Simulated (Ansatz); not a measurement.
A geometry of TiAl away from equilibrium: step 2 of the relaxation of a relaxed TiAl cell displaced along its unstable phonon at q = Γ (158i cm⁻¹), largest move 0.15 Å. Calculation: PBE (plane waves to 420 eV, PAW, scalar-relativistic; Ansatz, a program for electronic structure). Γ-centred k-mesh 8×8×6 on the run's cell (coarser than for final values), Fermi–Dirac smearing 0.05 eV. The plane waves were selected for a different cell earlier on the path.

```yaml
crystal:
  lattice:
    - [4.54550, 0.00000, 0.00000]
    - [-2.27275, 3.93652, 0.00000]
    - [0.00000, 0.00000, 5.18196]
  atoms:
    - { symbol: Ti, position: [0.66667, 0.33333, 0.31547] }
    - { symbol: Ti, position: [0.33333, 0.66667, 0.68453] }
    - { symbol: Al, position: [0.66667, 0.33333, 0.81338] }
    - { symbol: Al, position: [0.33333, 0.66667, 0.18662] }
```

**Question.** Give the Cartesian forces on all atoms (eV/Å).

**Answer.** 
```tsv
atom	Fx	Fy	Fz
Ti1	0.00	0.00	0.64
Ti2	0.00	0.00	-0.64
Al3	0.00	0.00	0.55
Al4	0.00	0.00	-0.55
```

The path ends in P-3m1 (No. 164). No spin polarisation in the result. A magnetic state may lie lower.

The run could not lose the symmetry of its start: the end is stationary, and may be a saddle point rather than a minimum.

The end of the path is a generated cell of TiAl: the first start was made by placing the elements on the sites of a structure type, and the end was not matched to a known phase here, so it may be hypothetical. Known forms of TiAl include space group No. 123.
